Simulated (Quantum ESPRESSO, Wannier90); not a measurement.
Wannier functions of RbIO3 (R3m)

Structure: Materials Project mp-27193, symmetrised, not relaxed again. Not found in the COD (Crystallography Open Database) copy used; not checked further. Method: PBEsol plane waves in Quantum ESPRESSO 7.5 (PseudoDojo norm-conserving files, 68 Ry, no spin polarisation, no spin-orbit coupling), Bloch states on a 6×6×6 mesh through Γ, Wannier90 4.0.1. Density: 8×8×8 mesh, cold smearing 0.01 Ry. Spin-orbit coupling is left out although heavy elements are present.

```
begin unit_cell_cart
ang
    3.1877301470    1.8404368585    2.6221100000
   -3.1877301470    1.8404368585    2.6221100000
    0.0000000000   -3.6808737170    2.6221100000
end unit_cell_cart
mp_grid = 6 6 6
```

Problem. Which shells of neighbouring k-points and which b-vectors and weights does Wannier90 pick for this cell and mesh?

Solution. 
```
 *---------------------------------- K-MESH ----------------------------------*
 +----------------------------------------------------------------------------+
 |                    Distance to Nearest-Neighbour Shells                    |
 |                    ------------------------------------                    |
 |          Shell             Distance (Ang^-1)          Multiplicity         |
 |          -----             -----------------          ------------         |
 |             1                   0.231721                      6            |
 |             2                   0.326896                      6            |
 |             3                   0.328509                      6            |
 |             4                   0.399372                      2            |
 |             5                   0.402011                      6            |
 |             6                   0.463442                      6            |
 |             7                   0.517123                     12            |
 |             8                   0.519164                     12            |
       ... (lines left out)
 +----------------------------------------------------------------------------+
 | The b-vectors are chosen automatically                                     |
 | The following shells are used:                       1,  2                 |
 +----------------------------------------------------------------------------+
 |                        Shell   # Nearest-Neighbours                        |
 |                        -----   --------------------                        |
 |                          1               6                                 |
 |                          2               6                                 |
 +----------------------------------------------------------------------------+
 | Completeness relation is fully satisfied [Eq. (B1), PRB 56, 12847 (1997)]  |
 +----------------------------------------------------------------------------+
 |                  b_k Vectors (Ang^-1) and Weights (Ang^2)                  |
 |                  ----------------------------------------                  |
 |            No.         b_k(x)      b_k(y)      b_k(z)        w_b           |
 |            ---        --------------------------------     --------        |
 |             1         0.000000   -0.189665    0.133124     9.220218        |
 |             2        -0.164254    0.094832    0.133124     9.220218        |
 |             3         0.164254    0.094832    0.133124     9.220218        |
 |             4         0.000000    0.189665   -0.133124     9.220218        |
 |             5         0.164254   -0.094832   -0.133124     9.220218        |
 |             6        -0.164254   -0.094832   -0.133124     9.220218        |
 |             7        -0.164254   -0.094832    0.266248     0.046071        |
 |             8         0.164254   -0.094832    0.266248     0.046071        |
 |             9         0.000000    0.189665    0.266248     0.046071        |
 |            10         0.164254    0.094832   -0.266248     0.046071        |
 |            11        -0.164254    0.094832   -0.266248     0.046071        |
 |            12         0.000000   -0.189665   -0.266248     0.046071        |
```
